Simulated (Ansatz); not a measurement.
MoPd:
```cif
data_Mo2Pd2
_chemical_formula_sum 'Mo2 Pd2'
_space_group_name_H-M_alt 'P 1'
_space_group_IT_number 1
_cell_length_a 5.45689
_cell_length_b 5.45689
_cell_length_c 4.32436
_cell_angle_alpha 90.000
_cell_angle_beta 90.000
_cell_angle_gamma 152.051
loop_
_space_group_symop_operation_xyz
  'x, y, z'
loop_
_atom_site_label
_atom_site_type_symbol
_atom_site_fract_x
_atom_site_fract_y
_atom_site_fract_z
_atom_site_occupancy
Mo1 Mo 0.67469 0.32531 0.25000 1
Pd1 Pd 0.93100 0.06900 0.25000 1
Mo2 Mo 0.32531 0.67469 0.75000 1
Pd2 Pd 0.06900 0.93100 0.75000 1
```

Relaxed with r²SCAN.

**Question.** Tabulate the valence density and the electron localisation function along the shortest Pd–Pd contact (2.61 Å), r²SCAN in the plane-wave PAW code Ansatz.

**Answer.** 

| distance from Pd (Å) | density (e/Å³) | ELF |
|---|---|---|
| 0.26 | 12.61 | 0.36 |
| 0.39 | 10.62 | 0.47 |
| 0.52 | 7.65 | 0.53 |
| 0.65 | 4.48 | 0.52 |
| 0.78 | 2.15 | 0.45 |
| 0.91 | 1.02 | 0.33 |
| 1.04 | 0.60 | 0.23 |
| 1.17 | 0.43 | 0.20 |
| 1.30 | 0.38 | 0.21 |
| 1.44 | 0.43 | 0.20 |
| 1.57 | 0.60 | 0.23 |
| 1.70 | 1.02 | 0.33 |
| 1.83 | 2.15 | 0.45 |
| 1.96 | 4.48 | 0.52 |
| 2.09 | 7.65 | 0.53 |
| 2.22 | 10.62 | 0.47 |
| 2.35 | 12.61 | 0.36 |

The density is the valence pseudo-density with augmentation charge, so density and ELF within about 1 Å of a nucleus are not all-electron values.

Space group Cmcm. The start of the workflow was typed in or built on a structure type; neither database checked (COD, Materials Project) lists it. Its standing as an ambient phase is unchecked. Symmetry was held in the r²SCAN relaxation; whether a distortion lowers the energy is not shown. The run is not spin-polarised.

Potentials: the later of the program's two PAW sets.
